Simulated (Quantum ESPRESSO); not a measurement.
## Band energies of CdSe

```
CELL_PARAMETERS angstrom
      4.30371     0.00000     0.00000
     -2.15186     3.72712     0.00000
      0.00000     0.00000     7.01885
ATOMIC_POSITIONS crystal
  Se 0.66667 0.33333 0.87586
  Se 0.33333 0.66667 0.37586
  Cd 0.66667 0.33333 0.50000
  Cd 0.33333 0.66667 0.00000
```

norm-conserving PBE (stringent potentials; Quantum ESPRESSO, 120 Ry, no spin-orbit coupling); path ΓMKΓALHA,LM,KH; energies in eV from the valence-band maximum.

```csv
k (1/Å),point,band 40,band 41,band 42,band 43,band 44,band 45,band 46,band 47
0.00,Γ,-0.76,-0.76,-0.05,0.00,0.00,0.67,2.21,5.87
0.48,,-2.76,-2.39,-1.48,-0.65,-0.47,2.79,3.49,5.14
0.84,M,-3.64,-2.65,-1.85,-1.33,-0.76,3.22,3.34,4.78
0.96,,-3.63,-2.64,-1.98,-1.36,-0.92,3.43,3.61,4.72
1.33,K,-3.80,-3.04,-1.87,-1.87,-1.68,4.24,4.78,4.78
1.55,,-3.50,-2.65,-2.38,-1.40,-1.33,4.15,4.50,4.81
1.98,,-1.92,-1.74,-1.16,-0.32,-0.32,2.24,3.42,5.17
2.30,Γ,-0.76,-0.76,-0.05,0.00,0.00,0.67,2.21,5.87
2.53,,-1.23,-0.66,-0.66,-0.12,-0.12,1.72,2.30,5.73
2.75,A,-2.65,-0.40,-0.40,-0.40,-0.40,2.37,2.37,5.85
2.96,,-2.73,-0.88,-0.88,-0.56,-0.56,2.94,2.94,5.27
3.49,,-4.12,-1.37,-1.37,-1.31,-1.31,2.98,2.98,4.89
3.59,L,-4.20,-1.36,-1.36,-1.34,-1.34,2.94,2.94,4.86
3.89,,-4.13,-2.13,-2.13,-1.16,-1.16,3.58,3.58,5.47
4.08,H,-4.10,-2.43,-2.43,-1.12,-1.12,3.77,3.77,5.82
4.37,,-3.87,-1.91,-1.91,-1.23,-1.23,3.72,3.72,5.42
4.76,,-2.84,-1.11,-1.11,-0.73,-0.73,3.28,3.28,5.05
5.05,A,-2.65,-0.40,-0.40,-0.40,-0.40,2.37,2.37,5.85
5.05,L,-4.20,-1.36,-1.36,-1.34,-1.34,2.94,2.94,4.86
5.17,,-4.06,-1.75,-1.55,-1.13,-1.13,2.73,3.24,4.84
5.50,M,-3.64,-2.65,-1.85,-1.33,-0.76,3.22,3.34,4.78
5.50,K,-3.80,-3.04,-1.87,-1.87,-1.68,4.24,4.78,4.78
5.95,H,-4.10,-2.43,-2.43,-1.12,-1.12,3.77,3.77,5.82
```

The PBE gap is direct, 0.67 eV at Γ.

Spin-orbit splittings are left out.

Geometry relaxed with PBEsol.
